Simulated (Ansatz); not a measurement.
**Computed properties of SbPd**

SbPd:
```xyz
4
Lattice="4.0876 0.0000 0.0000 -2.0438 3.5399 0.0000 0.0000 0.0000 5.5722" Properties=species:S:1:pos:R:3 pbc="T T T"
Sb     0.0000     2.3600     1.3931
Sb     2.0438     1.1800     4.1792
Pd     0.0000     0.0000     0.0000
Pd     0.0000     0.0000     2.7861
```

Space group P6_3/mmc (No. 194), NiAs type; conventional cell a = b = 4.088 Å, c = 5.572 Å, α = β = 90.00°, γ = 120.00°.

Method: DFT-PBEsol in the program Ansatz with PAW potentials. The cell and atoms are relaxed at this level. Other levels are named where they apply.

**Cell and energy**

```
Property                                                         Value
-----------------------------------------------------  ---------------
Volume per atom                                               20.16 Å³
Density                                                     9.40 g/cm³
Formation energy from the elements (no fitted shifts)  -44 kJ/mol-atom
```

**Electronic structure**

```
Quantity                                                                     Value
------------------------------------  --------------------------------------------
Electronic character                                             metallic (no gap)
Density of states at the Fermi level  0.44 states/eV per atom (mean over ±0.08 eV)
Gap with spin–orbit coupling                                       none (metallic)
```

**Mechanics**

```
Item                                                                                            Value
--------------------------------------------  -------------------------------------------------------
Bulk modulus (Birch–Murnaghan fit)                                                            122 GPa
Pressure derivative B′                                                                            5.1
Elastic constants (relaxed ions, GPa)         C11 = 156, C12 = 116, C13 = 93.6, C33 = 183, C44 = 46.0
Mechanical stability                                           stable (all eigenvalues of C positive)
Hill bulk and shear moduli                                                           122 and 32.6 GPa
Young's modulus                                                                              89.8 GPa
Poisson's ratio                                                                                  0.38
Debye temperature from the elastic constants                                                    230 K
```

**Phonons**

```
Property                                        Value
-----------------------------  ----------------------
Highest zone-centre frequency                206 cm⁻¹
Zone-centre stability          no imaginary mode at Γ
```

The workflow started from a Materials Project entry (that database holds measured and hypothetical structures alike); the Crystallography Open Database files this formula in space group No. 194, but the cells were not matched. Its standing as an ambient phase is unchecked. The cell was relaxed with PBEsol under the symmetry of its start. The run is not spin-polarised. As this level gives no gap, shear constants depend on the k-mesh and smearing (Fermi–Dirac, 0.1 eV here). As this level gives no gap, phonon frequencies hold no LO–TO term and depend on the k-mesh and smearing (Fermi–Dirac, 0.1 eV here). The references are the lowest solids computed at this level, not always the standard phases. Spin–orbit coupling is left out wherever it is not named.

Potentials: the later of the program's two PAW sets.
